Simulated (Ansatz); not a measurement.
Theory: DFT PBE, scalar-relativistic, plane waves, PAW (Ansatz 0.2.0). Cutoff 420 eV, Γ-centred meshes of about 0.25 Å⁻¹ or finer for metals and 0.3 Å⁻¹ for insulators (2π included), Gaussian smearing. No spin polarisation.

All energies are static (0 K, no zero-point motion).

Two relaxed structures of SnO3:

A.

```
Sn O
1.0
     4.25427    0.00000    0.00000
     0.00000    3.16597    0.00000
    -0.92724    0.00000    7.76911
Sn O
2 6
Cartesian
  0.6007 0.7915 5.0486
  2.7263 2.3745 2.7205
  1.4000 2.3745 6.2841
  -0.2000 2.3745 6.2786
  0.6007 2.3745 3.6015
  1.9270 0.7915 1.4850
  3.5271 0.7915 1.4905
  2.7263 0.7915 4.1676
```

B.

```
Sn O
1.0
     3.54930    0.00000    0.00000
     0.00000    3.87649    0.00000
     0.00000    0.00000    4.03737
Sn O
1 3
Direct
  0.00000 0.50000 0.50000
  0.50000 0.50000 0.81995
  0.50000 0.50000 0.18005
  0.00000 0.00000 0.50000
```

Question: Which form is favoured at zero pressure, and by what margin per atom?

Answer: A is lower, by 58 meV/atom. A has space group P2_1/m (No. 11), 13.1 Å³/atom and a gap of 0.98 eV on its mesh; B has space group Pmmm (No. 47), 13.9 Å³/atom and no gap. Counting O atoms around Sn (those within 1.25 times the shortest such distance or 1.15 times the sum of covalent radii, 1.27 where that leaves under three; a plus sign parts nearer from farther groups), A has Sn 8 and B has Sn 2+4. A and B both hold O–O pairs. Both come from trial cells of a structure search, whose lowest cell (P-1, 14.1 Å³/atom) lies 44 meV/atom below the lower of the two.

Weakly bound directions are ill-defined at this level, which has no dispersion term (P2_1/m), and this can change margins and order among such cells. Kohn–Sham gaps at this level usually fall short of measured ones. With atoms moved at random, A (by 44 meV/atom) fell into a lower structure. B had no clear such test and can be a saddle point. Some types were kept out of the candidates beforehand, so the set may lack a known form.
